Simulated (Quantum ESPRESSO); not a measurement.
# Hf2Si2O8: input and log of a self-consistent run

A calculation, not a measurement. The program is pw.x of Quantum ESPRESSO 7.5 (plane-wave density functional theory). The cell is made up: 12 atoms on a fluorite lattice, with randomly drawn elements, strain and displacements, not relaxed. PseudoDojo standard norm-conserving files (v0.5 for PBE, v0.4.1 for LDA and PBEsol) set the functional; there is no spin polarisation, spin-orbit coupling or dispersion term, and the masses in the input are unused placeholders. A spin-polarised start on this cell or one of its family kept no moment.

The hafnium pseudopotential is less sure than the others, with forces about 3 percent (worst 6) and pressure in oxides about 1.5 GPa (worst 2.7) from a second method in checks, which no rerun with the same files tests.

Input:

```
&control calculation='scf', pseudo_dir='./dojo.nc.sr.pbe.v0_5.standard.upf', outdir='./o', disk_io='low', tprnfor=.true., tstress=.true. /
&system ibrav=0, nat=12, ntyp=3, nbnd=50, ecutwfc=84.00895049, nosym=.true., tot_charge=0,
 occupations='smearing', smearing='fd', degauss=0.0073498644
/
&electrons conv_thr=7.350e-09, electron_maxstep=60, /
ATOMIC_SPECIES
Hf 1.0 Hf.upf
O 1.0 O.upf
Si 1.0 Si.upf
CELL_PARAMETERS angstrom
4.8638 0.0 0.0
0.0 4.8638 0.0
0.0 0.0 4.8638
ATOMIC_POSITIONS angstrom
Hf -0.0605 0.0553 -0.008
Si -0.0081 2.3231 2.4521
Hf 2.4039 0.0687 2.4784
Si 2.4115 2.3327 -0.0263
O 1.2304 1.1067 1.1101
O 1.3065 1.2999 3.7731
O 1.3517 3.4546 1.1832
O 1.3022 3.5603 3.6524
O 3.5708 1.2083 1.2567
O 3.6847 1.1864 3.6454
O 3.6749 3.6196 1.2803
O 3.7009 3.5924 3.6849
K_POINTS automatic
7 7 7 1 1 1
```

The log is shortened where brackets say so; the opening notice, blank lines, dates and the lines on written files are dropped, and the path of the files is cut. It prints rydbergs, bohrs and kilobars, and counts compression as positive stress.

```
     Program PWSCF v.7.5
     Parallel version (MPI & OpenMP), running on       4 processor cores
     Number of MPI processes:                 4
     Threads/MPI process:                     1
     [start-up lines left out]
     bravais-lattice index     =            0
     lattice parameter (alat)  =       9.1912  a.u.
     unit-cell volume          =     776.4683 (a.u.)^3
     number of atoms/cell      =           12
     number of atomic types    =            3
     number of electrons       =        80.00
     number of Kohn-Sham states=           50
     kinetic-energy cutoff     =      84.0090  Ry
     charge density cutoff     =     336.0358  Ry
     scf convergence threshold =      7.3E-09
     mixing beta               =       0.7000
     number of iterations used =            8  plain     mixing
     Exchange-correlation= PBE
                           (   1   4   3   4   0   0   0)
     [axes and pseudopotential details left out]
   Cartesian axes
     site n.     atom                  positions (alat units)
         1        Hf     tau(   1) = (  -0.0124388   0.0113697  -0.0016448  )
         2        Si     tau(   2) = (  -0.0016654   0.4776307   0.5041531  )
         3        Hf     tau(   3) = (   0.4942432   0.0141248   0.5095604  )
         4        Si     tau(   4) = (   0.4958057   0.4796044  -0.0054073  )
         5        O      tau(   5) = (   0.2529709   0.2275381   0.2282372  )
         6        O      tau(   6) = (   0.2686171   0.2672602   0.7757515  )
         7        O      tau(   7) = (   0.2779103   0.7102677   0.2432666  )
         8        O      tau(   8) = (   0.2677330   0.7319997   0.7509355  )
         9        O      tau(   9) = (   0.7341585   0.2484272   0.2583782  )
        10        O      tau(  10) = (   0.7575764   0.2439245   0.7494963  )
        11        O      tau(  11) = (   0.7555615   0.7441918   0.2632304  )
        12        O      tau(  12) = (   0.7609071   0.7385994   0.7576175  )
     number of k points=   172  Fermi-Dirac smearing, width (Ry)=  0.0073
     Number of k-points >= 100: set verbosity='high' to print them.
     Dense  grid:    80725 G-vectors     FFT dimensions: (  54,  54,  54)
     Estimated max dynamical RAM per process >     461.67 MB
     Estimated total dynamical RAM >       1.75 GB
     Initial potential from superposition of free atoms
     starting charge      79.9950, renormalised to      80.0000
     Starting wfcs are   60 randomized atomic wfcs
     total cpu time spent up to now is       14.8 secs
     per-process dynamical memory:   414.2 Mb
     Self-consistent Calculation
     iteration #  1     ecut=    84.01 Ry     beta= 0.70
     Davidson diagonalization with overlap
     ethr =  1.00E-02,  avg # of iterations =  2.0
     total cpu time spent up to now is       46.7 secs
     total energy              =    -506.22593098 Ry
     estimated scf accuracy    <       3.57277090 Ry
     iteration #  2     ecut=    84.01 Ry     beta= 0.70
     Davidson diagonalization with overlap
     ethr =  4.47E-03,  avg # of iterations =  3.0
     total cpu time spent up to now is       86.8 secs
     total energy              =    -506.70837179 Ry
     estimated scf accuracy    <       5.25857061 Ry
     iteration #  3     ecut=    84.01 Ry     beta= 0.70
     Davidson diagonalization with overlap
     ethr =  4.47E-03,  avg # of iterations =  2.0
     total cpu time spent up to now is      119.8 secs
     total energy              =    -507.78816928 Ry
     estimated scf accuracy    <       0.33257761 Ry
     iteration #  4     ecut=    84.01 Ry     beta= 0.70
     Davidson diagonalization with overlap
     ethr =  4.16E-04,  avg # of iterations =  2.4
     total cpu time spent up to now is      151.6 secs
     total energy              =    -507.83743197 Ry
     estimated scf accuracy    <       0.04391162 Ry
     iteration #  5     ecut=    84.01 Ry     beta= 0.70
     Davidson diagonalization with overlap
     ethr =  5.49E-05,  avg # of iterations =  3.8
     total cpu time spent up to now is      186.8 secs
     total energy              =    -507.84470263 Ry
     estimated scf accuracy    <       0.00334142 Ry
     [iterations 6 to 9 left out]
     iteration # 10     ecut=    84.01 Ry     beta= 0.70
     Davidson diagonalization with overlap
     ethr =  1.78E-08,  avg # of iterations =  2.0
     total cpu time spent up to now is      337.2 secs
     total energy              =    -507.84604105 Ry
     estimated scf accuracy    <       0.00000262 Ry
     iteration # 11     ecut=    84.01 Ry     beta= 0.70
     Davidson diagonalization with overlap
     ethr =  3.28E-09,  avg # of iterations =  2.1
     total cpu time spent up to now is      361.4 secs
     total energy              =    -507.84604154 Ry
     estimated scf accuracy    <       0.00000022 Ry
     iteration # 12     ecut=    84.01 Ry     beta= 0.70
     Davidson diagonalization with overlap
     ethr =  2.77E-10,  avg # of iterations =  3.9
     total cpu time spent up to now is      388.2 secs
     total energy              =    -507.84604156 Ry
     estimated scf accuracy    <       0.00000008 Ry
     iteration # 13     ecut=    84.01 Ry     beta= 0.70
     Davidson diagonalization with overlap
     ethr =  1.02E-10,  avg # of iterations =  2.0
     total cpu time spent up to now is      413.0 secs
     total energy              =    -507.84604158 Ry
     estimated scf accuracy    <          8.5E-09 Ry
     iteration # 14     ecut=    84.01 Ry     beta= 0.70
     Davidson diagonalization with overlap
     ethr =  1.06E-11,  avg # of iterations =  2.5
     total cpu time spent up to now is      444.0 secs
     End of self-consistent calculation
     [lines on levels left out]
!    total energy              =    -507.84604158 Ry
     estimated scf accuracy    <          3.2E-09 Ry
     smearing contrib. (-TS)   =      -0.00157476 Ry
     internal energy E=F+TS    =    -507.84446682 Ry
     The total energy is F=E-TS. E is the sum of the following terms:
     one-electron contribution =     -83.32449023 Ry
     hartree contribution      =      96.21796478 Ry
     xc contribution           =    -131.06482096 Ry
     ewald contribution        =    -389.67312041 Ry
     convergence has been achieved in  14 iterations
     Forces acting on atoms (cartesian axes, Ry/au):
     atom    1 type  1   force =     0.03039461   -0.15225476    0.03928037
     atom    2 type  3   force =    -0.01215054    0.11578194   -0.01501430
     atom    3 type  1   force =    -0.01518391   -0.15188972   -0.02799137
     atom    4 type  3   force =    -0.03925238    0.09938628    0.03074272
     atom    5 type  2   force =    -0.01495367    0.03752244    0.11020685
     atom    6 type  2   force =    -0.00922082    0.02306921   -0.05992400
     atom    7 type  2   force =    -0.02707435   -0.05950600   -0.00742816
     atom    8 type  2   force =    -0.04118732    0.01131761   -0.01373141
     atom    9 type  2   force =     0.04132459    0.10852441   -0.04717064
     atom   10 type  2   force =     0.03152120    0.09048720   -0.02616534
     atom   11 type  2   force =     0.06803238   -0.02959370    0.01847087
     atom   12 type  2   force =    -0.01224979   -0.09284491   -0.00127558
     Total force =     0.374695     Total SCF correction =     0.000155
     Computing stress (Cartesian axis) and pressure
          total   stress  (Ry/bohr**3)                   (kbar)     P=       73.57
   0.00045707   0.00027025   0.00016420           67.24       39.76       24.15
   0.00027025   0.00048236   0.00000475           39.76       70.96        0.70
   0.00016420   0.00000475   0.00056085           24.15        0.70       82.50
     init_run     :     13.95s CPU     14.65s WALL (       1 calls)
     electrons    :    427.45s CPU    429.27s WALL (       1 calls)
     forces       :      6.16s CPU      6.18s WALL (       1 calls)
     stress       :     23.55s CPU     23.56s WALL (       1 calls)
     [timing details left out]
     PWSCF        :   7m51.42s CPU   7m54.06s WALL
     JOB DONE.
```

In other units: free energy -6909.597 eV for the cell, pressure 7.36 GPa, largest force component 3.915 eV/Å. A rerun of a related cell, with the same atoms placed differently, at 1437 eV and a 9 x 9 x 9 mesh moved values by no more than 0.003 eV in energy, 0.05 GPa in stress and 0.004 eV/Å in force.